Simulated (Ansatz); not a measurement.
A relaxation of cell and atoms of tetragonal HfO₂ (relaxed group P4_2/nmc) with Ansatz, at the level PBE. The starting cell was estimated from covalent radii.

```yaml
crystal:
  lattice:
    - [3.60016846, 0.0, 0.0]
    - [0.0, 3.60016846, 0.0]
    - [0.0, 0.0, 5.22515604]
  atoms:
    - { symbol: Hf, position: [0.0, 0.0, 0.0] }
    - { symbol: Hf, position: [0.5, 0.5, 0.5] }
    - { symbol: O, position: [0.0, 0.5, 0.30177491] }
    - { symbol: O, position: [0.0, 0.5, 0.80177491] }
    - { symbol: O, position: [0.5, 0.0, 0.69822509] }
    - { symbol: O, position: [0.5, 0.0, 0.19822509] }
kpoints:
  mp_grid: { grid: [6, 6, 4] }
hamiltonian:
  xc: pbe
scf:
  occupations: { method: fermi_dirac, width: 0.02 }
relax:
  f_tol: 0.005
  cell: {}
output:
  write_density: true
  write_potential: true
  elf: true
  volumetric_format: npy
```

The trajectory has 8 recorded frames, each with fractional positions and then forces in eV/Å along x, y and z. The last, and any step after a large change of cell, is solved on a basis re-selected at its cell; pressure is positive in compression.

Step 1: energy 0.0 meV/atom from step 1, largest force component 0.065 eV/Å, pressure +0.90 GPa; a = 3.600 Å, b = 3.600 Å, c = 5.225 Å, α = 90.00°, β = 90.00°, γ = 90.00°
```
Hf 0.0000 0.0000 0.0000     0.000   0.000   0.000
Hf 0.5000 0.5000 0.5000     0.000   0.000   0.000
O  0.0000 0.5000 0.3018     0.000   0.000   0.065
O  0.0000 0.5000 0.8018     0.000   0.000   0.065
O  0.5000 0.0000 0.6982     0.000   0.000  -0.065
O  0.5000 0.0000 0.1982     0.000   0.000  -0.065
```

Step 2: energy -0.1 meV/atom from step 1, largest force component 0.076 eV/Å, pressure -0.38 GPa; a = 3.604 Å, b = 3.604 Å, c = 5.249 Å, α = 90.00°, β = 90.00°, γ = 90.00°
```
Hf 0.0000 0.0000 0.0000     0.000   0.000   0.000
Hf 0.5000 0.5000 0.5000     0.000   0.000   0.000
O  0.0000 0.5000 0.3031     0.000   0.000   0.076
O  0.0000 0.5000 0.8031     0.000   0.000   0.076
O  0.5000 0.0000 0.6969     0.000   0.000  -0.076
O  0.5000 0.0000 0.1969     0.000   0.000  -0.076
```

Question: How does the relaxation go on, and where does it end?

Answer:
Step 3: energy -0.2 meV/atom from step 1, largest force component 0.039 eV/Å, pressure -0.60 GPa; a = 3.608 Å, b = 3.608 Å, c = 5.252 Å, α = 90.00°, β = 90.00°, γ = 90.00°
```
Hf 0.0000 0.0000 0.0000     0.000   0.000   0.000
Hf 0.5000 0.5000 0.5000     0.000   0.000   0.000
O  0.0000 0.5000 0.3049     0.000   0.000   0.039
O  0.0000 0.5000 0.8049     0.000   0.000   0.039
O  0.5000 0.0000 0.6951     0.000   0.000  -0.039
O  0.5000 0.0000 0.1951     0.000   0.000  -0.039
```

Step 4: energy -0.4 meV/atom from step 1, largest force component 0.003 eV/Å, pressure -0.03 GPa; a = 3.604 Å, b = 3.604 Å, c = 5.267 Å, α = 90.00°, β = 90.00°, γ = 90.00°
```
Hf 0.0000 0.0000 0.0000     0.000   0.000   0.000
Hf 0.5000 0.5000 0.5000     0.000   0.000   0.000
O  0.0000 0.5000 0.3070     0.000   0.000  -0.003
O  0.0000 0.5000 0.8070     0.000   0.000  -0.003
O  0.5000 0.0000 0.6930     0.000   0.000   0.003
O  0.5000 0.0000 0.1930     0.000   0.000   0.003
```

Step 5: energy -0.4 meV/atom from step 1, largest force component 0.000 eV/Å, pressure -0.01 GPa; a = 3.604 Å, b = 3.604 Å, c = 5.263 Å, α = 90.00°, β = 90.00°, γ = 90.00°
```
Hf 0.0000 0.0000 0.0000     0.000   0.000   0.000
Hf 0.5000 0.5000 0.5000     0.000   0.000   0.000
O  0.0000 0.5000 0.3067     0.000   0.000   0.000
O  0.0000 0.5000 0.8067     0.000   0.000   0.000
O  0.5000 0.0000 0.6933     0.000   0.000   0.000
O  0.5000 0.0000 0.1933     0.000   0.000   0.000
```

Step 6: energy -0.9 meV/atom from step 1, largest force component 0.000 eV/Å, pressure +0.06 GPa; a = 3.604 Å, b = 3.604 Å, c = 5.263 Å, α = 90.00°, β = 90.00°, γ = 90.00°
```
Hf 0.0000 0.0000 0.0000     0.000   0.000   0.000
Hf 0.5000 0.5000 0.5000     0.000   0.000   0.000
O  0.0000 0.5000 0.3067     0.000   0.000   0.000
O  0.0000 0.5000 0.8067     0.000   0.000   0.000
O  0.5000 0.0000 0.6933     0.000   0.000   0.000
O  0.5000 0.0000 0.1933     0.000   0.000   0.000
```

Step 7: energy -0.9 meV/atom from step 1, largest force component 0.000 eV/Å, pressure 0.00 GPa; a = 3.604 Å, b = 3.604 Å, c = 5.264 Å, α = 90.00°, β = 90.00°, γ = 90.00°
```
Hf 0.0000 0.0000 0.0000     0.000   0.000   0.000
Hf 0.5000 0.5000 0.5000     0.000   0.000   0.000
O  0.0000 0.5000 0.3068     0.000   0.000   0.000
O  0.0000 0.5000 0.8068     0.000   0.000   0.000
O  0.5000 0.0000 0.6932     0.000   0.000   0.000
O  0.5000 0.0000 0.1932     0.000   0.000   0.000
```

Step 8: energy -0.9 meV/atom from step 1, largest force component 0.000 eV/Å, pressure 0.00 GPa; a = 3.604 Å, b = 3.604 Å, c = 5.264 Å, α = 90.00°, β = 90.00°, γ = 90.00°
```
Hf 0.0000 0.0000 0.0000     0.000   0.000   0.000
Hf 0.5000 0.5000 0.5000     0.000   0.000   0.000
O  0.0000 0.5000 0.3068     0.000   0.000   0.000
O  0.0000 0.5000 0.8068     0.000   0.000   0.000
O  0.5000 0.0000 0.6932     0.000   0.000   0.000
O  0.5000 0.0000 0.1932     0.000   0.000   0.000
```

In 6 steps the volume changed by +1.0 %; between the first SCF and the last, each on a basis chosen for its cell, the energy fell by 0.9 meV an atom. At the end: space group P4_2/nmc (No. 137), tetragonal; conventional cell a = 3.604 Å, c = 5.264 Å, 11.40 Å³ an atom. Hf has 8 O at 2.07–2.42 Å; O has 4 Hf at 2.07–2.42 Å.

Run as `ansatz run input.yaml --threads 2 --pin off --max-ram 29491MiB --backend cpu --events-out ev --progress --plain --runs-dir out`. It took 16 s on 2 threads of AMD EPYC 7R13 Processor (Zen 3) (shared host), load about 0.9 per core; peak host memory 0.55 GiB.

Note: simulated data, non-magnetic, for a generated structure that need not be the stable one.
